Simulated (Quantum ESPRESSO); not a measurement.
## InGa2AlP4 (convergence and cost over cutoff and k mesh)

Simulated, not a measurement. The program is pw.x of Quantum ESPRESSO 7.5 (plane-wave density functional theory). The cell is made up: 8 atoms on a zincblende/diamond lattice, with randomly drawn elements, strain and displacements, not relaxed. PseudoDojo standard norm-conserving files (v0.5 for PBE, v0.4.1 for LDA and PBEsol) set the functional; there is no spin polarisation, spin-orbit coupling or dispersion term, and the masses in the input are unused placeholders.

Input of the run in row 2:

```
&control calculation='scf', pseudo_dir='./dojo.nc.sr.pbe.v0_5.standard.upf', outdir='./o', disk_io='medium', tprnfor=.true., tstress=.true. /
&system ibrav=0, nat=8, ntyp=4, nbnd=37, ecutwfc=79.96652505, nosym=.true., tot_charge=0,
 occupations='smearing', smearing='fd', degauss=0.0018374661
/
&electrons conv_thr=7.350e-09, electron_maxstep=60, /
ATOMIC_SPECIES
Al 1.0 Al.upf
Ga 1.0 Ga.upf
In 1.0 In.upf
P 1.0 P.upf
CELL_PARAMETERS angstrom
5.5233 0.0063 -0.0434
0.0063 5.5418 0.0035
-0.0434 0.0035 5.503
ATOMIC_POSITIONS angstrom
In -0.0359 0.0024 0.0227
Ga 0.0457 2.7693 2.7768
Ga 2.7512 -0.0107 2.701
Al 2.8196 2.7796 0.0558
P 1.3921 1.3891 1.3171
P 1.3768 4.0859 4.1801
P 4.1433 1.4073 4.0527
P 4.1197 4.1809 1.3611
K_POINTS automatic
4 4 4 1 1 1
```

The same cell was run at these settings. Meshes are shifted by half a step, and differences are from the last row, which is itself not exact.

```
cutoff (eV)     k mesh  k points solved  threshold (eV)  free energy less the last row's (eV)  pressure (GPa)  largest stress difference (GPa)  largest force difference (eV/Å)  iterations  wall time (s)  k-point pools                  processor
        762  2 x 2 x 2                4           1e-04                                 3.849          -23.16                            28.63                            0.038           7             35              1      AMD EPYC, Zen 5 class
       1088  4 x 4 x 4               32           1e-07                                 0.007            5.32                             0.01                            0.002          10            337              1      AMD EPYC, Zen 5 class
       1377  6 x 6 x 6              108           1e-07                                 0.000            5.34                             0.00                            0.000          10            304              4  Intel Xeon, 2023 or later
```

Each pool is one process. Wall times include start-up and a band step at six k points, which weighs most on the coarsest meshes. The runs were on shared virtual cores whose load varied, so times are rough.